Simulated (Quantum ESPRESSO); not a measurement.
pw.x input (Quantum ESPRESSO 7.5; PBE, PseudoDojo stringent norm-conserving files, scalar-relativistic):

```
&CONTROL
  calculation = 'scf'
  pseudo_dir = './pseudo'
  outdir = './out'
  tprnfor = .true.
  tstress = .true.
/
&SYSTEM
  ibrav = 0
  nat = 2
  ntyp = 1
  ecutwfc = 102.0
  ecutrho = 408.0
  occupations = 'smearing'
  smearing = 'fd'
  degauss = 0.002
  nbnd = 26
/
&ELECTRONS
  conv_thr = 2e-10
/
ATOMIC_SPECIES
Sn 118.7100 Sn.upf
CELL_PARAMETERS angstrom
  0.000000000000   3.271855247000   3.271855247000
  3.271855247000   0.000000000000   3.271855247000
  3.271855247000   3.271855247000   0.000000000000
ATOMIC_POSITIONS crystal
Sn   0.500000000000   0.500000000000   0.500000000000
Sn   0.750000000000   0.750000000000   0.750000000000
K_POINTS automatic
8 8 8 0 0 0
```

End of the output:

```
     total energy              =    -886.28498824 Ry
     estimated scf accuracy    <       0.00000001 Ry
     total energy              =    -886.28498825 Ry
     estimated scf accuracy    <          1.6E-09 Ry
     total energy              =    -886.28498825 Ry
     estimated scf accuracy    <          2.4E-10 Ry
[...]
     the Fermi energy is     9.2018 ev
!    total energy              =    -886.28498825 Ry
     estimated scf accuracy    <          5.9E-12 Ry
     smearing contrib. (-TS)   =      -0.00003620 Ry
     internal energy E=F+TS    =    -886.28495205 Ry
     The total energy is F=E-TS. E is the sum of the following terms:
     one-electron contribution =    -695.20351922 Ry
     hartree contribution      =     338.64789393 Ry
     xc contribution           =    -108.04922604 Ry
     ewald contribution        =    -421.68010073 Ry
     convergence has been achieved in   9 iterations
     Forces acting on atoms (cartesian axes, Ry/au):
     atom    1 type  1   force =     0.00000000    0.00000000    0.00000000
     atom    2 type  1   force =     0.00000000    0.00000000    0.00000000
     Total force =     0.000000     Total SCF correction =     0.000000
     Computing stress (Cartesian axis) and pressure
          total   stress  (Ry/bohr**3)                   (kbar)     P=       20.53
   0.00013957   0.00000000  -0.00000000           20.53        0.00       -0.00
   0.00000000   0.00013957   0.00000000            0.00       20.53        0.00
  -0.00000000   0.00000000   0.00013957           -0.00        0.00       20.53
```

Spin-orbit coupling is not included.

Geometry relaxed with PBEsol.
